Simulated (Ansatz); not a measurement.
**Infrared modes and screening in CeO2 (Fm-3m)**

What experiment reports for this phase, and the runs try to reproduce:
- phonon mode: 8.15 THz (TO at Gamma; quoted in “Atomistic and experimental study on thermal conductivity of bulk and porous cerium dioxide”, 2019, pmc:6474893)
- Raman mode: 462 cm⁻¹ (F2g; Raman spectroscopy; powder; literature value quoted for comparison; another report gives 465 cm-1; position depends slightly on morphology; quoted in “Phase-Assisted Tailored Conductivity of Doped Ceria Electrolytes to Boost SOFC Performance”, 2023, pmc:10450644)
- phonon mode: 17.84 THz (LO at Gamma; quoted in “Atomistic and experimental study on thermal conductivity of bulk and porous cerium dioxide”, 2019, pmc:6474893)

Perturbation theory with PBEsol in the plane-wave code Ansatz on the PBEsol cell, ground state and force constants on a 6×6×6 mesh. Calculated for a static, non-magnetic cell.

The symmetry is Fm-3m (No. 225, cubic); a = 5.398 Å in the conventional setting, 13.11 Å³ an atom. Around Ce lie 8 O at 2.34 Å; around O lie 4 Ce at 2.34 Å.

```
CELL_PARAMETERS angstrom
0.00000 2.69903 2.69903
2.69903 0.00000 2.69903
2.69903 2.69903 0.00000
ATOMIC_POSITIONS crystal
Ce 0.00000 0.00000 0.00000
O 0.25000 0.25000 0.25000
O 0.75000 0.75000 0.75000
```

Optical modes without the longitudinal term:
```csv
ω (cm⁻¹),degeneracy,"IR intensity, summed over the level ((D/Å)²/amu)"
277,3,88.35
434,3,0.00
```

All optical modes at Γ are real, from 277 to 434 cm⁻¹ without the longitudinal term; this says nothing of other wave vectors. With the long-range field the highest mode reaches 531 cm⁻¹. Of the real levels 1 is infrared active, the strongest at 277 cm⁻¹.

ε∞: 7.77 in all directions. With the ions relaxed, ε⁰ is 28.6 in all directions. Born charges, averaged over directions: Ce +5.77, O -2.88 e.

With one polar mode in a cubic crystal the Lyddane-Sachs-Teller relation applies: (ω_LO/ω_TO)² = (531.3/276.9)² = 3.683, and ε⁰/ε∞ = 28.608/7.768 = 3.683. The refractive index √ε∞ is 2.79.

For comparison, on the r2SCAN cell the mean ε∞ is 6.93 with r2SCAN (ground state on 6×6×6; least gap 2.20 eV), 7.79 with PBE (ground state on 6×6×6; least gap 1.93 eV).

Set against measured values:
- Phonon mode at 272 cm⁻¹ (TO at Gamma): the nearest PBEsol mode at Γ lies at 277 cm⁻¹ (+1.8 %).
- Raman mode at 462 cm⁻¹ (F2g): the nearest PBEsol mode at Γ lies at 434 cm⁻¹ (-6.0 %).
- Phonon mode at 595 cm⁻¹ (LO at Gamma): the nearest PBEsol mode at Γ, with the long-range field, lies at 531 cm⁻¹ (-10.7 %).
Reports marked as nanostructured, strained, doped, implanted or mixed samples, and transport gaps, were set aside. Modes are paired by degeneracy and infrared activity, where the label gives them, and frequency; they are harmonic.
